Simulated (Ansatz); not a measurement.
## What DFT gives for HfTl$_{2}$PbS$_{4}$

```
Tl Pb Hf S
1.0
     0.03282    8.33495    0.02327
     7.67952   -4.13661    0.00368
     2.19032   -0.00909   -6.52275
Tl Pb Hf S
4 2 2 8
Cartesian
  5.5326 3.3278 -4.9483
  5.5079 -1.0364 -4.9858
  4.2604 1.0654 -1.4392
  4.5601 5.2073 -1.6503
  1.8085 5.1337 -4.7627
  0.6712 3.1550 -1.7086
  9.2479 -3.1641 -4.9714
  0.6845 7.1743 -1.6588
  3.5291 0.8297 -6.4497
  7.2381 -3.2176 -3.4057
  8.3603 3.3428 -6.4758
  2.5378 7.4887 -3.3049
  2.9652 2.9019 -3.4392
  8.0122 -1.3871 -6.1375
  7.1720 1.4641 -3.0679
  1.7383 5.6288 -0.1992
```

Method: r2SCAN, no spin polarisation; PAW, plane waves to 500 eV, 3×3×3 (shifted by 0.5, 0, 0 steps) mesh, fermi-dirac occupations (width 0.1 eV) (Ansatz 0.2.0), atoms fixed.

Problem. What does the stress say?

Solution. The pressure is 0.3 GPa (compression positive), so with the atoms held at these fractions the cell is close to zero pressure; the forces are large, so a full relaxation may end otherwise. The principal stresses -1.2, 0.8, 1.4 GPa differ, so its shape would change too.

Problem. Metal or insulator? Give the gap.

Solution. The gap on the k mesh is 1.54 eV; the mesh may miss the band edges, so the true gap of this level can be smaller.

Problem. What is the formation energy?

Solution. -1.00 eV an atom against the elements' usual phases (free molecules for gases, crystals otherwise, with no correction for O₂ or N₂), so it is bound against them; other compounds may still compete. Relaxing would lower it.

Problem. Describe some of the short contacts.

Solution. Hf–S at 2.37 Å: least valence density 0.65 e/Å³ and ELF 0.43 there. Tl–S at 2.78 Å: least valence density 0.29 e/Å³ and ELF 0.24 there. Pb–S at 2.84 Å: least valence density 0.28 e/Å³ and ELF 0.30 there. These are pseudo-fields; inside the PAW spheres they differ from the all-electron ones.

Problem. Which orbitals make up the band edges?

Solution. Within 0.7 eV of the edges, the states project mainly on S p (69 %) and Tl s (15 %) below the gap and on Tl p (35 %), Hf d (23 %) and Pb p (17 %) above it.

Origin: a strained cell with displaced atoms, so it need not be a known compound. Caveats: an odd or shifted mesh can miss the band edges, so this level's true gap may be smaller; no spin-orbit coupling, which can shift this gap by tenths of an eV; atoms or cell far from equilibrium.
